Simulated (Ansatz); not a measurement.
Self-consistent spin–orbit runs of MnAl3 along several axes

All numbers below come from DFT PBEsol, spin-orbit coupling, plane waves, PAW in Ansatz.

```
CELL_PARAMETERS angstrom
0.00000 3.00783 3.00783
3.00783 0.00000 3.00783
3.00783 3.00783 0.00000
ATOMIC_POSITIONS crystal
Al 0.25000 0.25000 0.25000
Al 0.75000 0.75000 0.75000
Al 0.50000 0.50000 0.50000
Mn 0.00000 0.00000 0.00000
```

```
plane-wave cutoff                               : 420 eV
Γ-centred k-mesh                                : 12×12×12
occupation rule                                 : Gaussian smearing, 0.1 eV
list of starting moments (μB, in atom order)    : 0 0 0 4
check for lower electronic states after the SCF : on
```

The moments start along each conventional axis in turn. Free energies count from the first axis and are rough on this mesh. The states are those that the runs reached from these starts; a lower one can exist.

| axis | Cartesian direction | ΔF (meV/cell) | site spin moments along the axis, as the non-collinear run integrates them (μB) |
| --- | --- | --- | --- |
| c | 0.000 0.000 1.000 | 0.000 | Mn +1.28 |
| a+b+c | 0.577 0.577 0.577 | 0.001 | Mn +1.28 |

Cost: 2 runs of about 5.6 core-minutes in all, on Arm Neoverse V2 (shared hosts).